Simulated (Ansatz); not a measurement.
NaF (rock salt)

```xyz
2
Lattice="0.0000 2.3508 2.3508 2.3508 0.0000 2.3508 2.3508 2.3508 0.0000" Properties=species:S:1:pos:R:3 pbc="T T T"
F      0.0000     0.0000     0.0000
Na     2.3508     2.3508     2.3508
```

The volume is varied about the relaxed value V₀ at fixed cell shape. Symmetry pins the atoms to their sites.

These are PBE (plane waves to 420 eV, PAW, scalar-relativistic; Ansatz, a first-principles code) values and carry that method's errors. k mesh 12×12×12 (Γ-centred), Fermi-Dirac smearing 0.05 eV. Compression counts positive. NaF was relaxed with its symmetry unable to fall. The relaxed volume of NaF is well above the measured one; the method has no dispersion term.

At one point of the scan the stress tensor (GPa) is:

```
  -1.90     0.00     0.00
   0.00    -1.90     0.00
   0.00     0.00    -1.90
```

### Question
Which point is it?
A. V/V₀ = 1.012
B. V/V₀ = 1.024
C. V/V₀ = 1.036
D. V/V₀ = 1.048

### Answer
D, V/V₀ = 1.048

(A scan under strain: stresses follow from slopes of the energy per volume, elastic moduli from its curvatures.)
